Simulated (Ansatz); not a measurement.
Consider the following.

SiGe:
```
CELL_PARAMETERS angstrom
      3.91972     0.00000     0.00000
      0.00000     3.92555     0.00000
      0.00000     0.00000     5.53403
ATOMIC_POSITIONS crystal
  Si 0.75000 0.00000 0.88024
  Si 0.25000 0.00000 0.11976
  Ge 0.25000 0.50000 0.36916
  Ge 0.75000 0.50000 0.63084
```

This is the PBEsol-relaxed structure. x, y and z are the axes in which the lattice vectors are written.

Task: All from plane-wave PAW PBEsol (Ansatz code), unless another level is named. Estimate the gap with spin–orbit coupling.

Result: 0.23 eV.

Task: Predict the electron effective mass.

Result: 0.30, 0.42, 0.62 mₑ (principal values).

Task: What about the smallest direct gap on the standard path?

Result: 0.48 eV.

Task: Give the conduction-band minimum.

Result: on the S–Y line, 5 % of the way from S (k = 0.477, 0.500, 0.000 in fractions of the reciprocal vectors) (2 equivalent valleys).

Space group Pmma. The start of the workflow was typed in or built on a structure type; neither database checked (COD, Materials Project) lists it. Its standing as an ambient phase is unchecked. The cell was relaxed with PBEsol under the symmetry of its start; whether a distortion lowers the energy is not shown. Spin–orbit coupling is left out wherever it is not named.

Potentials: the earlier of the program's two PAW sets. The files were generated under PBE; for other functionals the program regenerates the frozen cores, and for LDA and PBEsol the local potential too.
